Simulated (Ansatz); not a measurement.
The elements of this relaxed trial crystal are hidden behind letters.

```
lattice vectors (Å)
  -2.7575    2.7575    5.4706
   2.7575   -2.7575    5.4706
   2.7575    2.7575   -5.4706
fractional positions
X 0.0000 0.0000 0.0000
X 0.2500 0.7500 0.5000
X 0.7500 0.2500 0.5000
Z 0.5000 0.5000 0.0000
Q 0.6057 0.6057 0.4412
Q 0.1646 0.1646 0.5588
Q 0.8354 0.3943 0.0000
Q 0.3943 0.8354 0.0000
```

Method: DFT PBE, scalar-relativistic, plane waves, PAW (Ansatz 0.2.0). The final run on the 8-atom cell used 420 eV, a Γ-centred 8×8×8 mesh, 0.02 eV smearing and no spin polarisation.

* Space group: I-42m (No. 121)
* Conventional cell: a = 5.515 Å, c = 10.941 Å
* Volume per atom: 20.80 Å³
* Density: 3.91 g/cm³
* Formation energy: −0.281 eV/atom
* Gap on the 8×8×8 mesh of the 8-atom cell: 1.08 eV

Energies are uncorrected and count from the elements' standard states at the same level.

Problem. X is a p-block element of period 3, Z is a p-block element of period 2 and Q is a p-block element of period 4. Which elements are they?

Solution. X = Al, Z = B, Q = As, so the formula is Al3BAs4. Density times volume gives a mean mass of 3.91 × 20.80/1.6605 = 49.0 u per atom, and this set has 48.9 u. Al on a site of symmetry -42m is surrounded by 4 As at 2.52 Å; around B lie 4 As at 2.13 Å; As is surrounded by 1 B at 2.13 Å and 3 Al at 2.46–2.52 Å; 1 more site not described. Other sets within the hints have nearly the same mass, so mass alone doesn't settle it; this one was computed.

Kohn–Sham gaps at this level usually fall short of measured ones. A structure relaxed within its symmetry needn't be a true minimum.
